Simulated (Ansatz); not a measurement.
An element in the bcc structure gives these cold pressures by all-electron LAPW under LDA (Ansatz 0.2.0, scalar-relativistic, no spin polarisation).

```tsv
V (Å³/atom)	P (GPa)
15.40	0.03
14.48	23.5
13.56	55.5
12.32	117.2
11.09	212.4
9.86	363.0
8.47	651.5
6.93	1289
```

(1) Which element is it?

Answers

(1) W. Its zero-pressure volume in this structure is near 15.4 Å³/atom; the volume and the steepness of P(V) together point to it, though neighbours can come close. This is the case that was computed; others weren't tested.
